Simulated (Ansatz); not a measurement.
# Property card for YbSi2

YbSi2:
Space group I4₁/amd, origin choice 1 (No. 141); a = b = 3.968 Å, c = 13.705 Å, α = β = γ = 90.00°

| atom | site | symmetry | x | y | z |
|---|---|---|---|---|---|
| Yb | 4b | -4m2 | 0.0000 | 0.0000 | 0.5000 |
| Si | 8e | 2mm. | 0.0000 | 0.0000 | 0.0829 |
(The calculation used a cell of 6 atoms; values per cell refer to that cell.)

Space group I4_1/amd (No. 141); conventional cell a = b = 3.9683 Å, c = 13.7053 Å, α = β = γ = 90.00°.

Method: the program Ansatz at the PBEsol level (PAW). The cell and atoms are relaxed at this level. Other levels are named where they apply.

### Cell and energy

```json
{
 "volume_per_atom": "17.99 Å³",
 "density": "7.05 g/cm³",
 "Formation energy from the elements (no fitted shifts)": "-0.58 eV/atom"
}
```

### Electronic structure

```json
{
  "electronic_character": "metallic (no gap)",
  "Density of states at the Fermi level": "0.39 states/eV per atom (mean over ±0.08 eV)"
}
```

### Mechanics

```json
{
 "Bulk modulus (Birch–Murnaghan fit)": "71.7 GPa",
 "Pressure derivative B′": "7.3"
}
```

The first step of the workflow began from a Materials Project structure, measured or hypothetical; the Crystallography Open Database copy checked does not list it. COD files the formula under space group No. 191. Its standing as an ambient phase is unchecked. Symmetry was held in the PBEsol relaxation; whether a distortion lowers the energy is not shown. The run is not spin-polarised. The 4f shell is in the valence. No Hubbard U is applied. The references are the lowest solids computed at this level, not always the standard phases. Spin–orbit coupling is left out wherever it is not named.

Potentials: the later of the program's two PAW sets.
